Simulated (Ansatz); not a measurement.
Input file for Ansatz (a program for electronic structure):

Ansatz 0.2 input:
```yaml
crystal:
  lattice:
    - [2.4545159177, 0.0, 0.0]
    - [-1.2272579588, 2.1256731387, 0.0]
    - [0.0, 0.0, 26.0]
  periodic: [true, true, false]
  atoms:
    - { symbol: C, position: [0.3333333333, 0.6666666667, 0.5] }
    - { symbol: C, position: [0.6666666667, 0.3333333333, 0.5] }
kpoints:
  mp_grid: { grid: [30, 30, 1] }
hamiltonian:
  xc: r2scan
  dispersion: d4
  pseudopotentials: { kind: paw }
scf:
  occupations: { method: fermi_dirac, width: 0.1 }
phonons:
  method: dfpt
  response_accuracy: low
  eigenvectors: true
  rigid_motions: translations
```

Output (shortened):

```
zone centre: on kpoints.mp_grid the ground state, and the responses unless they are solved on pairs of k-points, stand on 241 of the mesh's 900 k-points, …
Pseudopotentials: kind: paw
Pseudopotential: C, paw, valence charge 4
Functional definition: r2SCAN
Crystal: 2 atoms, lattice volume = 135.655 Å³
Basis set: ecut = 500 eV, 3509 PW (Γ), exchange–correlation on 90×90×960 points (125 copies of the dense FFT grid, shifted against one another)
Bands: 8, of which v1, the nominal top of the filled ones, is band 4 counted from 1 (3 counted from 0)
Symmetry: 24 space group operations
k-points: 241 of 900 (irreducible under 2 space group operations, time reversal used)
PAW frozen core: C, regenerated for the run's functional
Initial wavefunctions: pseudopotential atomic-orbital guess
Eigensolver: davidson
Functional: x = r2scan, c = r2scan; τ floored in thin density (d = 2e-4 eV/Å³)
SCF iter   1: F=—  HF=-503.335160 eV  |F-HF|=—  |Δ(HF+E_count)|=         —  Δρ=3.01e-3  dr2=3.64e-3  dr2_τ=4.17e-1  ethr=1.77e-3  ⟨swp⟩=8.5  Hψ=18498  notcnv=0
all-band conjugate gradients solve this SCF's bands
preconditioner: auto → none
SCF iter   2: F=—  HF=-503.374847 eV  |F-HF|=—  |Δ(HF+E_count)|=   3.97e-2  Δρ=2.04e-3  dr2=1.73e-3  dr2_τ=7.60e-5  ethr=4.55e-5  ⟨swp⟩=3.3  Hψ=6508  notcnv=0
SCF iter   3: F=—  HF=-503.376498 eV  |F-HF|=—  |Δ(HF+E_count)|=   1.65e-3  Δρ=7.64e-4  dr2=3.48e-4  dr2_τ=3.57e-5  ethr=2.16e-5  ⟨swp⟩=3.0  Hψ=3868  notcnv=0
SCF iter   4: F=—  HF=-503.376479 eV  |F-HF|=—  |Δ(HF+E_count)|=   1.93e-5  Δρ=3.85e-4  dr2=8.19e-5  dr2_τ=2.95e-6  ethr=4.35e-6  ⟨swp⟩=2.5  Hψ=2981  notcnv=0
SCF iter   5: F=—  HF=-503.376515 eV  |F-HF|=—  |Δ(HF+E_count)|=   3.59e-5  Δρ=7.63e-5  dr2=3.20e-6  dr2_τ=3.98e-7  ethr=1.02e-6  ⟨swp⟩=2.4  Hψ=3788  notcnv=0
SCF iter   6: F=—  HF=-503.376520 eV  |F-HF|=—  |Δ(HF+E_count)|=   5.68e-6  Δρ=2.61e-5  dr2=3.11e-7  dr2_τ=1.43e-8  ethr=4.00e-8  ⟨swp⟩=3.0  Hψ=3340  notcnv=0
SCF iter   7: F=—  HF=-503.376521 eV  |F-HF|=—  |Δ(HF+E_count)|=   3.37e-7  Δρ=8.84e-6  dr2=3.74e-8  dr2_τ=2.29e-9  ethr=3.89e-9  ⟨swp⟩=2.3  Hψ=2750  notcnv=0
SCF iter   8: F=—  HF=-503.376521 eV  |F-HF|=—  |Δ(HF+E_count)|=   1.06e-8  Δρ=7.89e-7  dr2=3.46e-10  dr2_τ=1.77e-11  ethr=4.68e-10  ⟨swp⟩=2.5  Hψ=3047  notcnv=0
SCF iter   9: F=-503.376521 eV  HF=-503.376521 eV  |F-HF|=3.52e-12  |Δ(HF+E_count)|=  1.07e-11  Δρ=6.16e-8  dr2=3.96e-12  dr2_τ=2.70e-13  ethr=1.00e-12  ⟨swp⟩=11.9  Hψ=17503  notcnv=0
SCF 1 converged in 9 iterations: F = -503.376521 eV  dr2 = 3.96e-12
DFPT response loops at Γ: preconditioner auto → none (partly filled bands, converged f_vac=0.836); β = 0.50; Broyden in place of MSR1
SCF converged after 9 iterations
Free energy (F): -503.376521 eV
Harris-Foulkes:  -503.376521 eV  (|F-HF|=3.52e-12)
Internal energy: -503.375787 eV  (E = F + TS)
E sigma→0 (E₀):  -503.376154 eV
Entropy (-TS):   -0.000734 eV (-0.367 meV/atom)
Fermi energy:    -4.252068 eV
--- Per-component energies (eV) ---
  E_band       = -112.418053
  E_kinetic    = 181.839020
  E_local      = -6807.765421  (includes V_loc(G=0)·N_el)
  E_nonlocal   = 53.922465
  E_hartree    = 3298.274620
  E_xc         = -94.382761
  E_vxc        = -130.861418  (∫ρ·V_xc dr)
  E_paw        = -201.772311  (= ΣΔE_a)
  E_vpaw       = -13.525818  (= ΣTr[D̂ρ^β])
  E_aug_tail   = 0.000011  (compensation charges beyond the density's cutoff)
  E_vtau       = 7.423806  (kinetic-family band-sum trace: ∫τ·v_τ [+ j·A + Jᵃ·Aᵃ] dr)
  E_ewald      = 3066.631910
  E_disp       = -0.073772  (pairwise vdW)
  E_core_change = -0.049547  (= ΣΔE_core)
  E_smearing   = -0.000734  (= −TS)
  E_closure    =  0.000000  (closes the sum)
  Σ components = -503.376521   (vs F -503.376521, Δ=0.00e0)
  [band-id]    e_kinetic+e_local+e_nonlocal+2·e_hartree+e_vxc+e_vpaw+e_augmentation_tail+e_vtau = -112.418115   (vs E_band -112.418053, Δ=-6.22e-5)
--- Band table (eV; the first three rows and the last of 241) ---
  k-point 0: bands = ["-25.1433", "-12.4157", "-7.5140", "-7.5140", "-0.6392 (-0.6395°)", "0.0372 (-0.0149°)", "0.4502", "0.7211"]
  k-point 1: bands = ["-25.1154", "-12.3821", "-7.6316", "-7.5757", "-0.6028 (-0.6031°)", "0.0739 (0.0220°)", "0.4871", "0.7579"]
  k-point 2: bands = ["-25.0316", "-12.2818", "-7.9723", "-7.7521", "-0.4936 (-0.4940°)", "0.1842 (0.1326°)", "0.5977", "0.8681"]
  k-point 240: bands = ["-20.5835", "-15.6350", "-13.7399", "-7.1934", "-1.2222", "5.4780 (5.4779°)", "6.0901", "6.6780"]
  ° read free of the cell's end (the report's vacuum.weakly_bound_levels)
  band table: 8 of 8 bands, residual norms ≤ 1.0e-3 eV
--- Phonons (Γ-DFPT): 2 representative perturbations + reference, on 241 of 900 k-points (Σ response iterations 10) ---
  k mesh reduced under 2 symmetry operations, with k and −k counted as one. Each operation leaves every solved perturbation unchanged …
  ASR residual: 8.301e-4 → 0.000e0 eV/Å²; symmetrization residual: 3.745e-8 eV/Å²
  pairwise dispersion correction: d4 (s6 = 1.0, s8 = 0.6018749, s9 = 1.0, a1 = 0.51559235, a2_bohr = 5.77342911), with the weights of each atom's references …
  ASR residual per site (eV/Å²): 8.30e-4 8.30e-4
  Γ frequencies (cm⁻¹): 0.00 0.00 0.00 892.32 1590.08 1590.08
  non-analytic LO–TO correction: not included (Born effective charges unavailable; polar crystals: no LO–TO splitting at Γ)
```

Cost: around 4 core-minutes (rough) on shared cores.

Space group P6/mmm (graphene). A layer that has been made, often on a substrate. It is flat by the symmetry kept. The r²SCAN+D4 relaxation kept the symmetry of its start; its stability against distortions is not shown here. As this level gives no gap, phonon frequencies hold no LO–TO term and depend on the k-mesh and smearing (Fermi–Dirac, 0.1 eV here).

Potentials: the later of the program's two PAW sets.

Ansatz is a plane-wave DFT program.
